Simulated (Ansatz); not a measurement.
The start is a relaxed Cu2O cell with every coordinate shifted by Gaussian noise of σ = 0.2 Å. The cell and all atomic positions are relaxed at zero pressure with PBEsol (plane waves to 420 eV, PAW, scalar-relativistic; Ansatz, a program for electronic structure). The first steps use a coarse 6×6×6 k-mesh.

The start:
```yaml
crystal:
  lattice:
    - [4.22225, 0.00000, 0.00000]
    - [0.00000, 4.22225, 0.00000]
    - [0.00000, 0.00000, 4.22225]
  atoms:
    - { symbol: Cu, position: [0.78222, 0.73061, 0.71022] }
    - { symbol: Cu, position: [0.72122, 0.23061, 0.31590] }
    - { symbol: Cu, position: [0.23032, 0.71451, 0.30524] }
    - { symbol: Cu, position: [0.15036, 0.24546, 0.76504] }
    - { symbol: O, position: [0.02802, 0.03381, 0.98987] }
    - { symbol: O, position: [0.56158, 0.46578, 0.60219] }
```

Question: By how much does the energy per atom fall from start to end?

Answer: 0.93 eV/atom.

Question: What band gap does the relaxed structure have at this level?

Answer: 0.56 eV, direct at Γ (no spin-orbit coupling).

Final values are on a 8×8×8 k-mesh of the relaxed cell. The start holds a very short contact (Cu–O 1.40 Å). No spin polarisation in the result.
